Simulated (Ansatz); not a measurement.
La2O3:
```
La2O3
1.0
    3.93533     0.00000     0.00000
   -1.96766     3.40809     0.00000
    0.00000     0.00000     6.12550
La O
2 3
Direct
  0.66667   0.33333   0.75389
  0.33333   0.66667   0.24611
  0.66667   0.33333   0.35386
  0.33333   0.66667   0.64614
  0.00000   0.00000   0.00000
```

Relaxed with r²SCAN.

### Question
Give the Bader charges and basin volumes of the independent atoms, the program Ansatz at the r²SCAN level (PAW).

### Answer


```csv
atom,Bader charge (e),Bader volume (Å³)
La1,+2.09,18.8
O3,-1.37,14.4
O5,-1.44,15.7
```

Space group P-3m1 (La2O3 or Ni2Al3 type). The r²SCAN relaxation kept the symmetry of its start. Spin–orbit coupling is left out wherever it is not named.

Potentials: the earlier of the program's two PAW sets.
